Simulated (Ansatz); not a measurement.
This run works on a generated trial structure, not on a known crystal.

Input and command of a plane-wave DFT calculation in Ansatz:

```yaml
crystal:
  lattice:
    - [5.98136458, 0.0, 0.0]
    - [-2.99068229, 5.18001367, 0.0]
    - [0.0, 0.0, 4.86792366]
  atoms:
    - { symbol: Sc, position: [0.78071257, 0.21928743, 0.5] }
    - { symbol: Sc, position: [0.78071257, 0.56142514, 0.5] }
    - { symbol: Sc, position: [0.43857486, 0.21928743, 0.5] }
    - { symbol: Sc, position: [0.21928743, 0.78071257, 0.5] }
    - { symbol: Sc, position: [0.21928743, 0.43857486, 0.5] }
    - { symbol: Sc, position: [0.56142514, 0.78071257, 0.5] }
    - { symbol: As, position: [0.0, 0.0, 0.0] }
basis:
  ecutwfc: 420
kpoints:
  mp_grid: { grid: [3, 3, 4] }
hamiltonian:
  xc: pbe
scf:
  occupations: { method: gaussian, width: 0.2 }
  lower_state_search: "off"
output:
  forces: true
  stress: true
  eigenvalues: true
relax:
  adjacent_minimum: "off"
  f_tol: 0.08
  max_steps: 16
  cell: { stress_tol: 0.8 }
```

```bash
ansatz run input.yaml --threads 1 --pin off --max-ram 2560MiB --backend cpu --events-out ev --progress --plain --runs-dir out
```

Processor: Intel(R) Xeon(R) Processor @ 2.70GHz, 1 thread, on a host shared with other jobs.

Task: How long does it run, and how much memory does it take?

Result: About 110 s, peak memory 0.47 GiB. It solves 49 bands at 9 k points (after reduction by symmetry) with about 3099 plane waves (on the last cell), in 116 SCF iterations over 16 ionic steps.
